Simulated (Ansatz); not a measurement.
Input and command of a calculation in Ansatz (plane waves; scalar-relativistic PAW potentials unless the input names others):

```yaml
crystal:
  lattice:
    - [-1.8895840496, 1.8895840496, 4.4241181833]
    - [1.8895840496, -1.8895840496, 4.4241181833]
    - [1.8895840496, 1.8895840496, -4.4241181833]
  atoms:
    - { symbol: Li, position: [0.25, 0.75, 0.5] }
    - { symbol: Mg, position: [0.75, 0.25, 0.5] }
    - { symbol: B, position: [0.5, 0.5, 0.0] }
    - { symbol: "N", position: [0.6517419864, 0.6517419864, 0.0] }
    - { symbol: "N", position: [0.3482580136, 0.3482580136, 0.0] }
basis:
  ecutwfc: 420
  ecutrho_ratio: 2
kpoints:
  mp_grid: { grid: [10, 10, 10] }
hamiltonian:
  xc: pbesol
scf:
  occupations: { method: gaussian, width: 0.02 }
  max_iter: 60
output:
  forces: true
  eigenvalues: true
  stress: true
```

```bash
ansatz run input.yaml --threads 1 --pin off --max-ram 3072MiB --backend cpu --events-out ev --progress --plain --runs-dir out
```

Abridged log:
```
Warning: basis.ecutrho_ratio = 2 (ecutrho = 840 eV) is below the records' recommended 1680 eV
Basis set: ecut = 420 eV, 1259 PW (Γ), exchange–correlation on 60×60×60 points (8 copies of the dense FFT grid, shifted against one another)
Bands: 18, of which v1, the nominal top of the filled ones, is band 13 counted from 1 (12 counted from 0)
Symmetry: 8 space group operations
k-points: 102 of 1000 (time reversal used)
SCF iter   1: F=—  HF=-3029.402682 eV  |F-HF|=—  |Δ(HF+E_count)|=         —  Δρ=8.80e-3  dr2=5.21e-2  ethr=1.77e-3  ⟨swp⟩=6.2  Hψ=9644  notcnv=0
SCF iter   2: F=—  HF=-3029.391505 eV  |F-HF|=—  |Δ(HF+E_count)|=   1.12e-2  Δρ=4.20e-3  dr2=1.07e-2  ethr=2.00e-4  ⟨swp⟩=2.0  Hψ=3787  notcnv=0  defer=102
SCF iter   3: F=—  HF=-3029.388950 eV  |F-HF|=—  |Δ(HF+E_count)|=   2.55e-3  Δρ=7.92e-4  dr2=2.91e-4  ethr=4.10e-5  ⟨swp⟩=2.0  Hψ=2958  notcnv=0
automatic band count: iteration 3 solves 17 bands in place of 18: the levels show a gap, and the empty bands left out lie too high to hold charge; the band table lists the bands solved (type scf.n_extra_bands for more)
SCF iter   4: F=—  HF=-3029.389268 eV  |F-HF|=—  |Δ(HF+E_count)|=   3.17e-4  Δρ=2.90e-4  dr2=4.31e-5  ethr=1.12e-6  ⟨swp⟩=2.0  Hψ=3309  notcnv=0
SCF iter   5: F=—  HF=-3029.389422 eV  |F-HF|=—  |Δ(HF+E_count)|=   1.55e-4  Δρ=6.19e-5  dr2=2.47e-6  ethr=1.66e-7  ⟨swp⟩=2.0  Hψ=3175  notcnv=0
SCF iter   6: F=-3029.389435 eV  HF=-3029.389435 eV  |F-HF|=2.66e-7  |Δ(HF+E_count)|=   1.28e-5  Δρ=7.89e-6  dr2=5.85e-8  ethr=3.85e-10  ⟨swp⟩=5.1  Hψ=9073  notcnv=0
SCF 1 converged in 6 iterations: F = -3029.389435 eV  dr2 = 5.85e-8
SCF converged after 6 iterations
Free energy (F): -3029.389435 eV
Harris-Foulkes:  -3029.389435 eV  (|F-HF|=2.66e-7)
Internal energy: -3029.389435 eV  (E = F + TS)
E sigma→0 (E₀):  -3029.389435 eV
Fermi energy:    4.472745 eV
--- Forces (eV/Å), atoms counted from 1 ---
  atom   1  Li     0.00000000     0.00000000     0.00000000
  atom   2  Mg     0.00000000     0.00000000     0.00000000
  atom   3  B      0.00000000     0.00000000     0.00000000
  atom   4  N      0.00000000     0.00000000    -0.00320524
  atom   5  N      0.00000000     0.00000000     0.00320524
--- Stress (GPa, compression-positive) ---
        0.121640       0.000000       0.000000
        0.000000       0.121640       0.000000
        0.000000       0.000000       0.119186
  P = ⅓ Tr σ = 0.1208 GPa (1.208 kbar)
settings of this run that can trade accuracy for cost: basis.ecutrho_ratio < 4. Do not mix this run's numbers with those of runs without the same settings; the input reference describes each key
```

One setting here is unusual or wrong in general: a density cutoff too low for products of the waves, which reach up to 4 times the waves' cutoff (basis.ecutrho_ratio: not typed → 2). For this cell it did little harm to the result: the run converged in 6 SCF iterations (reference: 6) with an energy at zero smearing 0.99 meV/atom below the reference's, pressure 0.12 GPa, largest force 0.003 eV/Å, gap on the mesh 2.54 eV. A reference run from the same start on usual settings converged with pressure -0.02 GPa, largest force 0.000 eV/Å, gap on the mesh 2.53 eV.